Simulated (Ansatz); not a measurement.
**Structure types of Sr at a series of pressures**

All-electron LAPW in Ansatz 0.2.0 under LDA, scalar-relativistic, energies extrapolated to zero smearing, no spin–orbit coupling; spin polarisation is left out. At each pressure a set of structure types was relaxed with symmetry kept. The table gives H = E + pV above the lowest type of that row in meV/atom (up to 5 of noise); a dash means not tried or turned into another type. Real phases may be missing from the set. k spacings are near 0.17 to 0.21 Å⁻¹, smearing 0.05 to 0.1 eV.

Problem. Among hcp, bcc, fcc, beta tin, simple hexagonal, omega, which leads at 0.14, 8.1, 25 GPa?

Solution. bcc or fcc at 0.14 GPa; bcc at 8.1 GPa; hcp at 25 GPa.

| p (GPa) | V of the lowest (Å³/atom) | hcp | bcc | fcc | beta tin | simple hexagonal | omega |
| --- | --- | --- | --- | --- | --- | --- | --- |
| 0.14 | 47.36 | 9 | 0 | 4 | 250 | 216 | 57 |
| 8.1 | 33.96 | 27 | 0 | 35 | – | 176 | 75 |
| 25 | 23.69 | 0 | 16 | 34 | 35 | – | – |
